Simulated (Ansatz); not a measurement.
## Structure relaxation, CdAs

The relaxed structure here is a generated cell of CdAs: the first start was made by a random draw of sites in a space group, and the end was not matched to a known phase here, so it may be hypothetical.

The start is a randomly generated symmetric cell of CdAs (space group No. 8). The cell and all atomic positions are relaxed at zero pressure with r2SCAN (plane waves to 500 eV, PAW, scalar-relativistic; Ansatz, a program for electronic structure). The first steps use a coarse 11×11×4 k-mesh.

Input geometry:
```
CELL_PARAMETERS angstrom
      1.11873    -4.07581     0.00000
      1.11873     4.07581     0.00000
     -0.59653     0.00000     5.42677
ATOMIC_POSITIONS crystal
  As 0.78401 0.78401 0.78934
  Cd 0.79789 0.79789 0.21305
```

Initial pressure: +33 GPa (positive: the cell is compressed)
Largest initial force: about 4.2 eV/Å, on As1, Cd2 (atoms numbered as listed)
Energy released: 1.43 to 1.46 eV/atom (the two k-meshes of the run give this range)
Volume change: -13.8 %, from 24.74 to 21.32 Å³/atom
Shortest distances (start → end): The closest pairs of elements (up to four, under 3.6 Å), start → end: As–As 2.24 → 2.92 Å; Cd–Cd 2.24 → 2.92 Å; As–Cd 2.31 → 2.80 Å
Band gap at the end: zero (metallic)
Optimiser moves: 31

It ends as:

Space group C2/m (No. 12); a = 2.9208 Å, b = 5.2128 Å, c = 5.6049 Å, α = γ = 90.00°, β = 92.25°

| atom | site | symmetry | x | y | z |
|---|---|---|---|---|---|
| As | 2a | 2/m | 0.0000 | 0.0000 | 0.0000 |
| Cd | 2c | 2/m | 0.5000 | 0.5000 | 0.5000 |
(The calculation used a cell of 2 atoms; values per cell refer to that cell.)

Final values are on a 18×18×9 k-mesh of the relaxed cell. No spin polarisation in the result. The relaxed primitive cell holds an odd number of electrons. A magnetic state may lie lower.

The run could not lose the symmetry of its start, so the end can be a saddle point.
